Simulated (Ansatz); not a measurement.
Nb$_{3}$Sn:
```
Nb3Sn
1.0
    5.31909     0.00000     0.00000
    0.00000     5.31909     0.00000
    0.00000     0.00000     5.31909
Sn Nb
2 6
Direct
  0.00000   0.00000   0.00000
  0.50000   0.50000   0.50000
  0.25000   0.00000   0.50000
  0.50000   0.75000   0.00000
  0.75000   0.00000   0.50000
  0.50000   0.25000   0.00000
  0.00000   0.50000   0.75000
  0.00000   0.50000   0.25000
```

Relaxed with PBE.

Which orbitals make up the states near the Fermi level in PBE (plane waves, PAW; program Ansatz)?

Within 0.5 eV of the Fermi level: Nb 4d 86 %, Sn 5p 6 %. Projections are on Löwdin-orthogonalised atomic valence shells; empty p or d shells of many metals are not among them.

Tabulate the density of states.

States/eV per cell of 8 atoms, in 0.25 eV bins, energy from the Fermi level.

| E (eV) | total | Nb 4d | Sn 5p | Nb 5s |
|---|---|---|---|---|
| -7.85 | 8.20 | 2.21 | 0.04 | 1.04 |
| -7.60 | 1.58 | 0.45 | 0.00 | 0.10 |
| -7.35 | 0.00 | 0.00 | 0.00 | 0.00 |
| -7.10 | 0.00 | 0.00 | 0.00 | 0.00 |
| -6.85 | 0.00 | 0.00 | 0.00 | 0.00 |
| -6.60 | 0.00 | 0.00 | 0.00 | 0.00 |
| -6.35 | 0.00 | 0.00 | 0.00 | 0.00 |
| -6.10 | 0.00 | 0.00 | 0.00 | 0.00 |
| -5.85 | 0.00 | 0.00 | 0.00 | 0.00 |
| -5.60 | 0.00 | 0.00 | 0.00 | 0.00 |
| -5.35 | 0.00 | 0.00 | 0.00 | 0.00 |
| -5.10 | 0.00 | 0.00 | 0.00 | 0.00 |
| -4.85 | 0.25 | 0.07 | 0.09 | 0.08 |
| -4.60 | 1.56 | 0.46 | 0.53 | 0.44 |
| -4.35 | 7.49 | 2.59 | 2.32 | 1.91 |
| -4.10 | 4.09 | 1.42 | 1.34 | 1.00 |
| -3.85 | 1.79 | 0.70 | 0.60 | 0.37 |
| -3.60 | 2.46 | 1.15 | 0.83 | 0.37 |
| -3.35 | 8.17 | 4.55 | 2.52 | 0.82 |
| -3.10 | 7.05 | 4.18 | 2.15 | 0.52 |
| -2.85 | 7.33 | 4.75 | 2.12 | 0.29 |
| -2.60 | 7.37 | 4.99 | 1.98 | 0.24 |
| -2.35 | 4.39 | 3.13 | 0.91 | 0.24 |
| -2.10 | 6.03 | 4.94 | 0.57 | 0.36 |
| -1.85 | 14.02 | 11.82 | 1.12 | 0.62 |
| -1.60 | 11.42 | 9.86 | 0.85 | 0.35 |
| -1.35 | 6.80 | 5.93 | 0.46 | 0.21 |
| -1.10 | 7.75 | 6.96 | 0.32 | 0.27 |
| -0.85 | 3.19 | 2.78 | 0.14 | 0.13 |
| -0.60 | 11.07 | 9.66 | 0.68 | 0.24 |
| -0.35 | 11.23 | 9.74 | 0.65 | 0.35 |
| -0.10 | 15.01 | 12.67 | 1.01 | 0.67 |
| 0.15 | 5.88 | 5.15 | 0.31 | 0.17 |
| 0.40 | 2.14 | 1.98 | 0.06 | 0.03 |
| 0.65 | 3.27 | 3.00 | 0.12 | 0.03 |
| 0.90 | 4.02 | 3.64 | 0.19 | 0.03 |
| 1.15 | 4.72 | 4.25 | 0.24 | 0.06 |
| 1.40 | 4.68 | 4.21 | 0.22 | 0.09 |
| 1.65 | 4.89 | 4.36 | 0.22 | 0.12 |
| 1.90 | 5.74 | 5.08 | 0.25 | 0.16 |
| 2.15 | 7.19 | 6.38 | 0.34 | 0.15 |
| 2.40 | 9.64 | 8.68 | 0.41 | 0.16 |
| 2.65 | 10.40 | 9.12 | 0.41 | 0.31 |
| 2.90 | 12.81 | 10.94 | 0.56 | 0.51 |

Space group Pm-3n (A15 (Cr3Si type)). Symmetry was held in the PBE relaxation. The run is not spin-polarised. Spin–orbit coupling is left out wherever it is not named.

Potentials: the later of the program's two PAW sets.
